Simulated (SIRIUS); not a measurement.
Worked example: self-consistent single point of InSe (P1, 4 atoms in the cell; from Materials Project mp-21405, changed as shown) in SIRIUS.

Computed with LDA (PW92), FP-LAPW (LAPW with two local orbitals a valence shell; core below -3 Ha), all-electron full potential with ZORA scalar-relativistic valence and Dirac core run with SIRIUS.

The change in words: atom 2 moved by -0.04 angstrom along y. Reference geometry (C2/m):
```
InSe
1.0
    5.82639    -2.05465     0.00000
    5.82639     2.05465     0.00000
   -1.72323     0.00000     4.77135
In Se
2 2
Direct
  0.11180   0.11180   0.95316
  0.88820   0.88820   0.04684
  0.33907   0.33907   0.33104
  0.66093   0.66093   0.66896
```

Reference input (self-consistent single point, DFT, LDA (PW92), FP-LAPW (LAPW with two local orbitals a valence shell; core below -3 Ha), all-electron full potential with ZORA scalar-relativistic valence and Dirac core): parameters.ngridk = 4 4 4; basis = LAPW with two local orbitals a valence shell, core below -3 Ha; unit_cell.atom_type_rmt = {In: 2.4, Se: 2.38} bohr; parameters.xc_functionals = [XC_LDA_X, XC_LDA_C_PW]; parameters.aw_cutoff = 7; parameters.pw_cutoff = 16 1/bohr; parameters.smearing = gaussian; parameters.smearing_width = 0.000367493 Ha; parameters.electronic_structure_method = full_potential_lapwlo; parameters.lmax_apw = 8; parameters.lmax_rho = 8; parameters.lmax_pot = 8. This run's input differs from it in these lines:

```diff
@@ -54,3 +54,3 @@
         [-0.3397338911, -0.0, 4.5478618723],
-        [10.2692918911, -0.0, 0.2234901277]
+        [10.2692918911, -0.0399999262, 0.2234901277]
       ],
```

Output, abridged:

```
[find] density tolerance         : 1e-06
[find] total energy tolerance    : 1e-07
[find] iter_solver_tol (initial) : 0.01
[find] iter_solver_tol (target)  : 1e-13
[find] num_dft_iter              : 100
Charges and magnetic moments
--------------------------------------------------------------------------------
atom      charge    core leakage
--------------------------------------------------------------------------------
   0   47.059876    0.000000e+00
   1   47.060250    0.000000e+00
   2   32.258319    0.000000e+00
   3   32.257950    0.000000e+00

total core leakage    : 0.00000000e+00
interstitial charge   : 7.363605
   [... lines left out ...]
[find]    3   32.411046    6.825942e-05
[find] total core leakage    : 9.48192101e-04
[find] interstitial charge   : 7.385141
[find] total charge          : 165.999049
[find] Energy
[find] smearing (-TS)                 :      -0.00000000
[find] Total energy                   :  -16610.41590709 (Ha),  -33220.83181418 (Ry)
[find] Free energy (E-TS)             :  -16610.41590709 (Ha),  -33220.83181418 (Ry)
[find] band gap (eV)                  :       1.05516105
[find] Efermi                         :       0.12116004
[find] iteration : 16, RMS (target) : 8.1244e-07 (1.0000e-06) , energy difference (target) : -9.9681e-10 (1.0000e-07)
[find] converged after 17 SCF iterations!
Warning in function "check_num_electrons" at src/density/density.cpp:1179
wrong number of electrons
  obtained value : 165.999
  target value : 166
  difference : 0.000951082
  total core leakage : 0.000948192
    atom class : 0, core leakage : 0.000405827
    atom class : 1, core leakage : 0.000405842
    atom class : 2, core leakage : 6.82637e-05
    atom class : 3, core leakage : 6.82594e-05
[find] Charges and magnetic moments
[find] atom      charge    core leakage
[find]    0   46.895390    4.058271e-04
[find]    1   46.895828    4.058419e-04
[find]    2   32.411644    6.826370e-05
[find]    3   32.411046    6.825942e-05
[find] total core leakage    : 9.48192101e-04
[find] interstitial charge   : 7.385141
[find] total charge          : 165.999049
[find] Energy
   [... lines left out ...]
[find] Free energy (E-TS)             :  -16610.41590709 (Ha),  -33220.83181418 (Ry)
[find] band gap (eV)                  :       1.05516105
   [... lines left out ...]
[find] Efermi                         :       0.12116004
[ground_state] ==== total Forces in Ha/bohr =====
[ground_state] atom:    0, force:       0.0017565     -0.0001179     -0.0001705
[ground_state] atom:    1, force:      -0.0016171      0.0031015     -0.0000356
[ground_state] atom:    2, force:      -0.0001777     -0.0027167     -0.0015782
[ground_state] atom:    3, force:       0.0000384     -0.0002642      0.0017842
```

The run converged in 17 iterations. Against the reference run the free energy stays essentially unchanged (within 1 meV/atom), the largest force goes from 0.093 to 0.180 eV/Å and the gap on the mesh stays at 1.055 eV.

The structure comes from a collection of computed structures, made at another level of theory; the collection holds predicted forms beside known ones. Values depend on the basis (sphere radii, cutoffs, local orbitals), which need not be converged.

Cost on one core: about 120 core-seconds (a rough figure).

The gap that the log prints is read on the run's mesh, which can miss the band edges or a crossing.
